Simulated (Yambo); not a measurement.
G0W0@PBEsol for CsBH4 (space group F-43m, No. 216) in Yambo. Reference settings: 4×4×4 Γ-centred k mesh, 170 bands and a 8 Ry block in the screening, 170 bands in G with the Bruneval-Gonze terminator, plasmon pole fitted at 27.2 eV. The PBEsol gap W → X on this mesh is 5.56 eV; G0W0 gaps are taken between the same points.

The settings were changed. The gap went from 8.52 eV to 8.32 eV, and the shift of the valence edge from -2.14 eV to -1.71 eV.

Which change was made?
A. 72 bands in W
B. 56 bands in G, no terminator
C. 105 bands in W, 105 bands in G
D. 105 bands in G

B, 56 bands in G, no terminator. The others gave (gap, valence shift): 72 bands in W: 8.46, -1.98 eV; 105 bands in G: 8.52, -2.13 eV; 105 bands in W, 105 bands in G: 8.48, -2.05 eV.

Geometry of the Materials Project entry, not relaxed at this level; primitive cell a = 5.1845 Å, b = 5.1845 Å, c = 5.1845 Å, α = 60.00°, β = 60.00°, γ = 60.00°.

The structure is a Materials Project entry; no match was found in the copy of COD used, and its stability was not checked.

A shift is the quasiparticle energy of the state minus its PBEsol energy.
